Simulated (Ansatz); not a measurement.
With r²SCAN (plane waves, PAW; program Ansatz), RuW in the orthorhombic phase (Cmcm; W on 4c, Ru on 4c) relaxes to a = 2.807 Å, b = 9.772 Å, c = 4.389 Å. Its formation energy from the elements is 0.20 eV/atom, with no fitted shifts.

Electronic character: metallic (no gap).

The start of the workflow was typed in or built on a structure type; neither database checked (COD, Materials Project) lists it. Its standing as an ambient phase is unchecked. The r²SCAN relaxation kept the symmetry of its start; whether a distortion lowers the energy is not shown. No spin polarisation was allowed. Its formation energy is positive at this level, so the cell may be metastable or incomplete. Axis ratios of metals converge slowly with the k-mesh, so a and c are less sure than the volume. The references are the lowest solids computed at this level, not always the standard phases. Spin–orbit coupling is left out wherever it is not named.

Potentials: the later of the program's two PAW sets.
